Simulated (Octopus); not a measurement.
BeSe (F-43m, No. 216), cubic lattice constant 5.168 Å. The cell is a database entry, not relaxed again.

All numbers are Octopus results at the level LDA (grid spacing about 0.16 Å, Γ-centred 6×6×6 k-mesh, Fermi-Dirac smearing of 0.01 eV, no spin polarisation; PseudoDojo 0.4 LDA potentials), not measurements. Spin-orbit coupling is left out. The cell is scaled uniformly. Energies of the lowest empty band count from each cell's highest valence level among the special points, at Γ; they are Kohn-Sham values at fixed points of the zone. The level at Γ is left out: two levels cross there within the series.

```tsv
a (Å)	ln(V/V₀)	X (eV)	L (eV)
4.935	-0.1381	2.184	4.697
4.987	-0.1069	2.262	4.577
5.039	-0.0760	2.334	4.460
5.090	-0.0453	2.403	4.346
5.142	-0.0150	?	?
5.168	0.0000	2.496	4.178
5.220	0.0299	2.554	4.070
```

V₀ is the volume of the database cell.

### Question
Fit each column by a quadratic in ln V through the rows shown. Give the volume deformation potentials dE/d ln V at the withheld row, and predict that row.

### Answer
Fits: X: 2.496 +1.98 x −2.0 x²; L: 4.179 −3.66 x +0.7 x², with x = ln(V/V₀). At x = -0.0150 the slopes are +2.0 eV (X), −3.7 eV (L). Predicted against computed: 2.466 against 2.466 eV, 4.234 against 4.234 eV.

The lowest of these levels is that at X in all rows.
